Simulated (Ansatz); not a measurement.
**What DFT gives for BiRh**

```
CELL_PARAMETERS angstrom
4.11707 0.00000 5.69491
-2.05853 3.56549 0.00000
4.11707 0.00000 -5.69491
ATOMIC_POSITIONS crystal
Rh 0.00000 0.00000 0.00000
Rh 0.50000 0.00000 0.50000
Rh 0.25000 0.00000 0.75000
Rh 0.75000 0.00000 0.25000
Bi 0.29167 0.66667 0.04167
Bi 0.79167 0.66667 0.54167
Bi 0.20833 0.33333 0.45833
Bi 0.70833 0.33333 0.95833
```

Level: PBEsol, collinear spin; 420 eV; 5×5×5 Γ-centred mesh; cold occupations (width 0.13 eV); Ansatz 0.2.0, fixed geometry.

The state carries no moments; the state need not be the lowest.

(1) What happens at the Fermi level?

(2) How is the charge shared?

(3) What does the stress say?

(4) Describe some of the short contacts.

(5) What is the formation energy?

Origin: a database entry at a rescaled volume. Caveats: the input typed no starting moments; the k mesh is coarse if the cell is a metal.

## Answers

(1) It is a metal, with about 5 states/eV a cell as the mean within 0.25 eV of the Fermi level, mostly Rh d (56 %) and Bi p (33 %).

(2) Bader charges in e: Bi +0.50, Rh -0.50. In the mean Bi gives up most and Rh takes most.

(3) The pressure is -1.7 GPa (compression positive), so with the atoms held at these fractions the cell would first shrink. The principal stresses -2.5, -1.4, -1.3 GPa differ, so its shape would change too.

(4) Rh–Bi at 2.77 Å: least valence density 0.36 e/Å³ and ELF 0.31 there. Rh–Rh at 2.85 Å: least valence density 0.29 e/Å³ and ELF 0.28 there. Both are smooth PAW fields, read partly inside the augmentation spheres.

(5) -0.16 eV an atom against the elements' usual phases (free molecules for gases, crystals otherwise, with no correction for O₂ or N₂), so it is bound against them; other compounds may still compete. Relaxing would lower it.
